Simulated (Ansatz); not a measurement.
ZnS (space group R3m)

```
ZnS
1.0
    1.89188     1.09228     9.29991
   -1.89188     1.09228     9.29991
    0.00000    -2.18456     9.29991
Zn S
3 3
Cartesian
  0.00000   0.00000   0.00038
  0.00000   0.00000  21.69771
  0.00000   0.00000  15.49627
  0.00000   0.00000  25.57667
  0.00000   0.00000  13.17353
  0.00000   0.00000  19.37929
```

This relaxed cell (volume V₀) is scaled evenly in all directions, its shape held. The atoms relax within the cell's symmetry.

Method: PBEsol (plane waves to 420 eV, PAW, scalar-relativistic; Ansatz, a quantum-chemistry and plane-wave program). k mesh 10×10×10 (Γ-centred), Fermi-Dirac smearing 0.05 eV. The energy includes the smearing's −TS. Stress and pressure are positive under compression. With the shape held, the modulus is that of even scaling; a crystal free to change shape is softer. This is one of several known forms of ZnS; the measured ambient cells at hand have space group No. 186 or 216. ZnS was relaxed with its symmetry unable to fall. The zero of ΔE is the relaxed starting cell.

```csv
V (Å³/cell),ΔE (meV/atom),P (GPa)
108.39,19.0,5.59
109.77,11.9,4.32
111.16,6.6,3.14
112.54,2.9,2.02
113.92,0.7,0.98
115.31,0.0,0.00
116.69,0.7,-0.91
118.08,2.6,-1.77
119.46,5.7,-2.57
120.84,10.0,-3.32
122.23,15.2,-4.02
```

Read from the data:

Pressure at the smallest volume: 5.59 GPa
Energy cost of the largest compression: 19.0 meV/atom
Energy cost of the largest expansion: 15.2 meV/atom
Bulk modulus at fixed cell shape B₀ (third-order Birch-Murnaghan fit): 78.7 GPa
Pressure derivative B₀′ (fit): 4.4
Equilibrium volume of the fit: 19.22 Å³/atom
Pressure for 5 % compression (fit): 4.5 GPa

(Under strain, the slope of the energy per volume gives the stress and its curvature an elastic modulus.)
